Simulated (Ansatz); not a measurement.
These are results of DFT PBE, scalar-relativistic, plane waves, PAW in Ansatz 0.2.0, not measurements. Settings: cutoff 420 eV, Γ-centred meshes spaced at most about 0.3 Å⁻¹, and about 0.25 Å⁻¹ or finer for metals (2π included), Gaussian smearing. Collinear spin in cells that started with moments and kept them past the coarse steps, no spin elsewhere.

Temperature and zero-point effects are left out. All come from trial cells, and lower structures may exist.

Problem. Order these relaxed structures of Ni₃O by energy, lowest first, with the energy over the lowest of them.
A.

```
CELL_PARAMETERS angstrom
2.65156 0.00000 0.00000
-1.32578 2.29632 0.00000
0.00000 0.00000 13.28356
ATOMIC_POSITIONS crystal
Ni 0.33333 0.66667 0.60248
Ni 0.33333 0.66667 0.89752
Ni 0.66667 0.33333 0.75000
Ni 0.66667 0.33333 0.10248
Ni 0.66667 0.33333 0.39752
Ni 0.33333 0.66667 0.25000
O 0.00000 0.00000 0.50000
O 0.00000 0.00000 0.00000
```

B.

```
CELL_PARAMETERS angstrom
3.73813 0.00000 0.00000
0.00000 3.73813 0.00000
0.00000 0.00000 3.73813
ATOMIC_POSITIONS crystal
Ni 0.50000 0.00000 0.00000
Ni 0.00000 0.50000 0.00000
Ni 0.00000 0.00000 0.50000
O 0.00000 0.00000 0.00000
```

C.

```
CELL_PARAMETERS angstrom
3.48386 0.00000 0.00000
0.00000 3.48386 0.00000
0.00000 0.00000 3.48386
ATOMIC_POSITIONS crystal
Ni 0.00000 0.50000 0.50000
Ni 0.50000 0.50000 0.00000
Ni 0.50000 0.00000 0.50000
O 0.00000 0.00000 0.00000
```

D.

```
CELL_PARAMETERS angstrom
0.00000 2.75771 2.75771
2.75771 0.00000 2.75771
2.75771 2.75771 0.00000
ATOMIC_POSITIONS crystal
Ni 0.25000 0.25000 0.25000
Ni 0.75000 0.75000 0.75000
Ni 0.50000 0.50000 0.50000
O 0.00000 0.00000 0.00000
```

Solution. A (0 meV/atom), B (322 meV/atom), D (560 meV/atom), C (616 meV/atom). Forms: A P6_3/mmc, moments up to 0.9 μB; B anti-ReO3 type, Pm-3m, no spin; D BiF3 (D0_3) type, Fm-3m, moments up to 1.0 μB; C Pm-3m, moments up to 0.9 μB. Counting Ni atoms around O (those within 1.25 times the shortest such distance or 1.15 times the sum of covalent radii, 1.27 where that leaves under three; a plus sign parts nearer from farther groups; the shortest distance is added where it exceeds 1.18 times the sum of covalent radii): A has O 6; B has O 6; D has O 8+6 from 2.4 Å; C has O 12 from 2.5 Å.

No Hubbard U is applied to the 3d shell of Ni. Another magnetic order may lie lower. Trial moments died out on the coarse mesh in Pm-3m; another magnetic start might hold. Cells relaxed within their symmetry can be saddle points. Some types were kept out of the candidates beforehand, so the set may lack a known form.
